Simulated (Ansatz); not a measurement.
## Calculated ²⁰⁹Bi NMR of the central transition for Bi2Se3

Cell: a computed structure from the Materials Project (it need not be an observed phase) whose atoms were relaxed with PBE, the cell held.

```
CELL_PARAMETERS angstrom
2.09568 1.20994 9.97623
-2.09568 1.20994 9.97623
0.00000 -2.41989 9.97623
ATOMIC_POSITIONS crystal
Bi 0.39818 0.39818 0.39818
Bi 0.60182 0.60182 0.60182
Se 0.00000 0.00000 0.00000
Se 0.21632 0.21632 0.21632
Se 0.78368 0.78368 0.78368
```

Atoms are numbered from 1 in the order listed; like atoms form one site, named after its first atom.

Computed with Ansatz: DFT, r2SCAN, plane waves and PAW, scalar-relativistic, 500 eV cutoff, Γ-centred 8×8×8 k-points, Fermi–Dirac smearing 0.02 eV.

²⁰⁹Bi has I = 9/2 and Q = -516.0 mb (Pyykkö 2018); at 11.7 T its Larmor frequency is ν₀ = 81.5 MHz (from the bare nuclear moment; shielding lowers the observed one by a per cent or two). Only the quadrupole interaction is simulated: positions count from each site's isotropic chemical shift, and J coupling is left out, as are shift anisotropy and dipolar coupling, which fast spinning averages.

**Question.** Simulate the second-order pattern (fast magic-angle spinning, Gaussian broadening 0.2 kHz) of site Bi (6 Se at 2.88–3.10 Å).

**Answer.** The calculation gives C_Q = -13.6 MHz and η = 0.00, so ν_Q = 0.567 MHz and the centre of gravity lies at -38.7 ppm (-3.15 kHz).

(offset (kHz), height): (-8.196, 0), (-7.955, 1), (-7.713, 4), (-7.472, 4), (-7.231, 4), (-6.989, 5), (-6.748, 5), (-6.507, 5), (-6.265, 5), (-6.024, 5), (-5.783, 5), (-5.541, 5), (-5.300, 6), (-5.059, 26), (-4.817, 77), (-4.576, 49), (-4.334, 39), (-4.093, 35), (-3.852, 33), (-3.610, 32), (-3.369, 31), (-3.128, 31), (-2.886, 31), (-2.645, 32), (-2.404, 34), (-2.162, 36), (-1.921, 40), (-1.680, 48), (-1.438, 64), (-1.197, 100), (-0.956, 16), (-0.714, 0)

An axis of threefold or higher order runs through Bi, so V_zz lies along it and η is zero.

Spin–orbit coupling is left out, which shifts gradients on Bi by a few per cent in wide-gap crystals, and can shift them far more where the calculated gap is small or absent, as here. Newer work puts Q(²⁰⁹Bi) near −420 mb, which would lower these couplings by about a fifth.

The run took 8.5 s of wall time (31 s of CPU time) and 1.2 GiB at its peak, on 4 threads of Intel Xeon 6975P-C (Granite Rapids) (x86_64; 44 cores open to the job, memory cap 10.0 GiB, no GPU), a shared host with a load of 0.4 a core.
